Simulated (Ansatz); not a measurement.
Here is the system:

HfN:
```cif
data_Hf4N4
_chemical_formula_sum 'Hf4 N4'
_space_group_name_H-M_alt 'Fm-3m'
_space_group_IT_number 225
_space_group_name_Hall '-F 4 2 3'
_cell_length_a 4.52584
_cell_length_b 4.52584
_cell_length_c 4.52584
_cell_angle_alpha 90.000
_cell_angle_beta 90.000
_cell_angle_gamma 90.000
loop_
_atom_site_label
_atom_site_type_symbol
_atom_site_symmetry_multiplicity
_atom_site_Wyckoff_symbol
_atom_site_fract_x
_atom_site_fract_y
_atom_site_fract_z
_atom_site_occupancy
Hf1 Hf 4 a 0.00000 0.00000 0.00000 1
N1 N 4 b 0.50000 0.50000 0.50000 1
```
(The calculation used a cell of 2 atoms; values per cell refer to that cell.)

This is the r²SCAN-relaxed structure.

Problem. All from plane-wave PAW r²SCAN (Ansatz code), unless another level is named. Estimate the bulk modulus (Birch–Murnaghan fit).

Solution. 282 GPa.

Problem. And the elastic constants (relaxed ions, GPa)?

Solution. C11 = 607, C12 = 119, C44 = 127.

Problem. What about the highest zone-centre frequency?

Solution. 14.74 THz.

The cell was relaxed with r²SCAN under the symmetry of its start; of distortions, only those at the zone centre were tested. No spin polarisation was allowed. With an odd number of electrons in the cell and no spin polarisation, the count alone makes it a metal. As this level gives no gap, shear constants depend on the k-mesh and smearing (Fermi–Dirac, 0.1 eV here). As this level gives no gap, phonon frequencies hold no LO–TO term and depend on the k-mesh and smearing (Fermi–Dirac, 0.1 eV here). Scalar-relativistic: spin–orbit coupling is off unless named, which matters more the heavier the elements.

Potentials: the earlier of the program's two PAW sets.
